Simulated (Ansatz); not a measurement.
This cell of Se (trigonal-Se type, space group P3_121) is off equilibrium:

```xyz
3
Lattice="4.4182 0.0000 0.0000 -2.2091 3.8263 0.0000 0.0000 0.0000 4.9121" Properties=species:S:1:pos:R:3 pbc="T T T"
Se     1.0134     0.0000     4.0934
Se    -0.5067     0.8776     0.8187
Se     1.7024     2.9487     2.4561
```

The numbers are results of PBE (plane waves to 420 eV, PAW, scalar-relativistic; Ansatz, a program for electronic structure), not measurements. k mesh 8×8×7 (Γ-centred), Fermi-Dirac smearing 0.05 eV. E stands for the smeared free energy. Compression counts positive. Se was relaxed with its symmetry unable to fall.

Question: Give the stress tensor in GPa and the pressure.

Answer: 
```
   0.66     0.00     0.00
   0.00     0.66     0.00
   0.00     0.00     2.49
```
The pressure, a third of the trace, is 1.27 GPa.

Question: It is the relaxed cell scaled evenly to V/V₀ = 0.925, atoms relaxed where free. What is its energy relative to the relaxed cell?

Answer: 8.1 meV/atom.

(Under strain, the slope of the energy per volume gives the stress and its curvature an elastic modulus.)
